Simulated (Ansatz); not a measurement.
Profile along the P–Ga line in GaP (zinc blende)

GaP (zinc blende)

```cif
data_GaP
_chemical_formula_sum 'P1 Ga1'
_space_group_name_H-M_alt 'P 1'
_space_group_IT_number 1
_cell_length_a 3.84594
_cell_length_b 3.84594
_cell_length_c 3.84594
_cell_angle_alpha 60.000
_cell_angle_beta 60.000
_cell_angle_gamma 60.000
loop_
_space_group_symop_operation_xyz
  'x, y, z'
loop_
_atom_site_label
_atom_site_type_symbol
_atom_site_fract_x
_atom_site_fract_y
_atom_site_fract_z
_atom_site_occupancy
P1 P 0.75000 0.75000 0.75000 1
Ga1 Ga 0.00000 0.00000 0.00000 1
```

Fields along a shortest P–Ga line of a {110} plane (2.36 Å), from P to Ga, interpolated on the slice's grid (step about 0.3 Å). These are PBEsol (plane waves to 420 eV, PAW, scalar-relativistic; Ansatz, a quantum-chemistry and plane-wave program) values and carry that method's errors. k mesh 11×11×11. Near the nuclei the fields are pseudised (PAW); where an atom keeps semicore shells as valence, they peak there. GaP was relaxed with its symmetry unable to fall. The PAW data are Ansatz's earlier set.

```json
[
 {"distance from P (Å)": "0.00", "valence electron density (e/Å³)": "0.04", "electron localisation function": "x", "density of the highest valence band (e/Å³)": "0.000", "density of the lowest conduction band (e/Å³)": "0.003"},
 {"distance from P (Å)": "0.12", "valence electron density (e/Å³)": "0.07", "electron localisation function": "x", "density of the highest valence band (e/Å³)": "0.015", "density of the lowest conduction band (e/Å³)": "0.010"},
 {"distance from P (Å)": "0.24", "valence electron density (e/Å³)": "0.18", "electron localisation function": "x", "density of the highest valence band (e/Å³)": "0.055", "density of the lowest conduction band (e/Å³)": "0.026"},
 {"distance from P (Å)": "0.35", "valence electron density (e/Å³)": "0.40", "electron localisation function": "x", "density of the highest valence band (e/Å³)": "0.108", "density of the lowest conduction band (e/Å³)": "0.048"},
 {"distance from P (Å)": "0.47", "valence electron density (e/Å³)": "0.61", "electron localisation function": "x", "density of the highest valence band (e/Å³)": "0.161", "density of the lowest conduction band (e/Å³)": "0.066"},
 {"distance from P (Å)": "0.59", "valence electron density (e/Å³)": "0.76", "electron localisation function": "0.73", "density of the highest valence band (e/Å³)": "0.197", "density of the lowest conduction band (e/Å³)": "0.073"},
 {"distance from P (Å)": "0.71", "valence electron density (e/Å³)": "0.79", "electron localisation function": "0.90", "density of the highest valence band (e/Å³)": "0.206", "density of the lowest conduction band (e/Å³)": "0.065"},
 {"distance from P (Å)": "0.83", "valence electron density (e/Å³)": "0.77", "electron localisation function": "0.90", "density of the highest valence band (e/Å³)": "0.204", "density of the lowest conduction band (e/Å³)": "0.050"},
 {"distance from P (Å)": "0.94", "valence electron density (e/Å³)": "0.69", "electron localisation function": "0.90", "density of the highest valence band (e/Å³)": "0.184", "density of the lowest conduction band (e/Å³)": "0.034"},
 {"distance from P (Å)": "1.06", "valence electron density (e/Å³)": "0.61", "electron localisation function": "0.87", "density of the highest valence band (e/Å³)": "0.161", "density of the lowest conduction band (e/Å³)": "0.026"},
 {"distance from P (Å)": "1.18", "valence electron density (e/Å³)": "0.55", "electron localisation function": "0.74", "density of the highest valence band (e/Å³)": "0.137", "density of the lowest conduction band (e/Å³)": "0.026"},
 {"distance from P (Å)": "1.30", "valence electron density (e/Å³)": "0.53", "electron localisation function": "0.56", "density of the highest valence band (e/Å³)": "0.114", "density of the lowest conduction band (e/Å³)": "0.034"},
 {"distance from P (Å)": "1.42", "valence electron density (e/Å³)": "0.56", "electron localisation function": "0.39", "density of the highest valence band (e/Å³)": "0.090", "density of the lowest conduction band (e/Å³)": "0.050"},
 {"distance from P (Å)": "1.53", "valence electron density (e/Å³)": "0.69", "electron localisation function": "0.29", "density of the highest valence band (e/Å³)": "0.064", "density of the lowest conduction band (e/Å³)": "0.069"},
 {"distance from P (Å)": "1.65", "valence electron density (e/Å³)": "1.07", "electron localisation function": "0.22", "density of the highest valence band (e/Å³)": "0.039", "density of the lowest conduction band (e/Å³)": "0.088"},
 {"distance from P (Å)": "1.77", "valence electron density (e/Å³)": "2.19", "electron localisation function": "0.15", "density of the highest valence band (e/Å³)": "0.019", "density of the lowest conduction band (e/Å³)": "0.103"},
 {"distance from P (Å)": "1.89", "valence electron density (e/Å³)": "5.46", "electron localisation function": "x", "density of the highest valence band (e/Å³)": "0.007", "density of the lowest conduction band (e/Å³)": "0.112"},
 {"distance from P (Å)": "2.01", "valence electron density (e/Å³)": "13.66", "electron localisation function": "x", "density of the highest valence band (e/Å³)": "0.002", "density of the lowest conduction band (e/Å³)": "0.115"},
 {"distance from P (Å)": "2.12", "valence electron density (e/Å³)": "28.15", "electron localisation function": "x", "density of the highest valence band (e/Å³)": "0.002", "density of the lowest conduction band (e/Å³)": "0.116"},
 {"distance from P (Å)": "2.24", "valence electron density (e/Å³)": "43.96", "electron localisation function": "x", "density of the highest valence band (e/Å³)": "0.002", "density of the lowest conduction band (e/Å³)": "0.114"},
 {"distance from P (Å)": "2.36", "valence electron density (e/Å³)": "51.08", "electron localisation function": "x", "density of the highest valence band (e/Å³)": "0.002", "density of the lowest conduction band (e/Å³)": "0.114"}
]
```

x: too close to a nucleus for the ELF to mean much. Band densities are of whole bands, smooth part only.

Density on the P–Ga line (2.36 Å) at its density minimum, 1.3 Å from P: 0.53 e/Å³. ELF at that point: 0.6. ELF maximum in the middle third of the P–Ga line: 0.90, 0.9 Å from P.
